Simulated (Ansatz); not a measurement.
MoS2:
```
CELL_PARAMETERS angstrom
      3.14944     0.00000     0.00000
     -1.57472     2.72749     0.00000
      0.00000     0.00000    12.08864
ATOMIC_POSITIONS crystal
  Mo 0.66667 0.33333 0.25000
  Mo 0.33333 0.66667 0.75000
  S  0.33333 0.66667 0.37952
  S  0.66667 0.33333 0.62048
  S  0.66667 0.33333 0.87952
  S  0.33333 0.66667 0.12048
```

Relaxed with PBE+D3(BJ). Independent-particle spectrum: no excitons, no local fields, no scissors shift; 0.1 eV broadening; ε₁ of the summed bands alone.

### Question
Tabulate the dielectric function from PBE+D3(BJ) (plane waves, PAW; program Ansatz).

### Answer


| E (eV) | ε₁ xx | ε₂ xx | ε₁ zz | ε₂ zz |
|---|---|---|---|---|
| 0.0 | 16.35 | 0.00 | 10.43 | 0.00 |
| 0.5 | 16.73 | 0.00 | 10.54 | 0.00 |
| 1.0 | 18.11 | 0.00 | 10.91 | 0.00 |
| 1.5 | 21.86 | 0.00 | 11.69 | 0.00 |
| 2.0 | 27.00 | 8.13 | 13.52 | 0.02 |
| 2.5 | 23.79 | 27.76 | 15.57 | 7.62 |
| 3.0 | 7.19 | 27.88 | 11.81 | 5.34 |
| 3.5 | 3.21 | 14.40 | 11.09 | 4.86 |
| 4.0 | 5.04 | 16.55 | 15.81 | 8.61 |
| 4.5 | -1.91 | 16.24 | 16.53 | 9.62 |
| 5.0 | -1.89 | 12.21 | 9.98 | 20.50 |
| 5.5 | -3.29 | 12.93 | 3.02 | 24.88 |
| 6.0 | -4.08 | 8.38 | -6.05 | 10.23 |
| 6.5 | -2.90 | 5.26 | -2.70 | 6.55 |
| 7.0 | -2.06 | 4.74 | 0.25 | 5.06 |
| 7.5 | -2.31 | 4.34 | 1.78 | 6.46 |
| 8.0 | -2.20 | 2.92 | 0.32 | 5.02 |
| 8.5 | -0.33 | 1.94 | 3.72 | 6.13 |
| 9.0 | 1.88 | 2.70 | 1.44 | 10.05 |
| 9.5 | 1.59 | 3.97 | -0.84 | 9.47 |
| 10.0 | 1.89 | 5.12 | -3.00 | 7.60 |
| 10.5 | -0.09 | 6.27 | -3.71 | 5.34 |
| 11.0 | -0.67 | 5.25 | -3.24 | 3.81 |
| 11.5 | -2.04 | 4.81 | -1.80 | 4.61 |
| 12.0 | -2.10 | 3.37 | -3.35 | 3.70 |

### Question
From ε at 1.9 eV (xx: 27.62 + 7.04i), find n, k, the normal reflectivity and the absorption coefficient.

### Answer
n = 5.30, k = 0.664, R = 47 %, α = 2kE/ħc = 130000 cm⁻¹.

With all bands, ε∞ without local fields is 16.4 (xx = yy), 10.5 (zz). DFPT, with local fields, gives 15.6 (xx = yy), 7.15 (zz).

Space group P6_3/mmc. The PBE+D3(BJ) relaxation kept the symmetry of its start; phonons on a q-mesh show no instability. The run is not spin-polarised. Spin–orbit coupling is left out wherever it is not named.

Potentials: the later of the program's two PAW sets.
